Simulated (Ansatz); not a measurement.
TiAl:
```cif
data_AlTi
_chemical_formula_sum 'Ti1 Al1'
_space_group_name_H-M_alt 'P 1'
_space_group_IT_number 1
_cell_length_a 2.81005
_cell_length_b 2.81005
_cell_length_c 4.06651
_cell_angle_alpha 90.000
_cell_angle_beta 90.000
_cell_angle_gamma 90.000
loop_
_space_group_symop_operation_xyz
  'x, y, z'
loop_
_atom_site_label
_atom_site_type_symbol
_atom_site_fract_x
_atom_site_fract_y
_atom_site_fract_z
_atom_site_occupancy
Ti1 Ti 0.50000 0.50000 0.50000 1
Al1 Al 0.00000 0.00000 0.00000 1
```

Relaxed with r²SCAN.

### Question
Decompose the optical modes at the zone centre into irreducible representations, and say which are infrared and Raman allowed.

### Answer
Point group 4/mmm: Γ_opt = A2u + Eu. Infrared: A2u, Eu. Raman: none.

### Question
Assign frequencies (DFPT, the program Ansatz at the r²SCAN level (PAW)).

### Answer
Eu 278, A2u 314 cm⁻¹.

Space group P4/mmm (L1₀ or tetragonal B2). Symmetry was held in the r²SCAN relaxation; of distortions, only those at the zone centre were tested. The run is not spin-polarised. As this level gives no gap, phonon frequencies hold no LO–TO term and depend on the k-mesh and smearing (Fermi–Dirac, 0.1 eV here).

Potentials: the earlier of the program's two PAW sets.
